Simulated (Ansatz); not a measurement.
Mg6Ni16Ge7 in space group Fm-3m (No. 225; Pearson symbol cF116), PBE (plane waves, PAW; program Ansatz), all energies at zero smearing, with the estimated change up to a 700 eV cutoff added, with one set of potentials and settings (totals compare only within such a set). Cell of 29 atoms (6 Mg, 16 Ni, 7 Ge): -135054.275 eV.

```tsv
element	reference phase	E (eV/atom)
Mg	P6_3/mmc, 2 atoms in the cell	-1923.8026
Ni	Fm-3m, 1 atoms in the cell, spin-polarised	-5839.7239
Ge	Fd-3m, 2 atoms in the cell	-4294.9847
```

Formation energy per atom, worked out: (-135054.275 − 6×(-1923.8026) − 16×(-5839.7239) − 7×(-4294.9847))/29 = -0.379 eV/atom (-37 kJ per mol of atoms), at 0 K, without zero-point energy or fitted corrections.

The first step of the workflow began from a Materials Project structure, measured or hypothetical; the Crystallography Open Database copy checked does not list it. Its standing as an ambient phase is unchecked. The cell was relaxed with PBE under the symmetry of its start; its stability against distortions is not shown here. No spin polarisation was allowed. The references are the lowest solids computed at this level, not always the standard phases.

Potentials: the later of the program's two PAW sets.
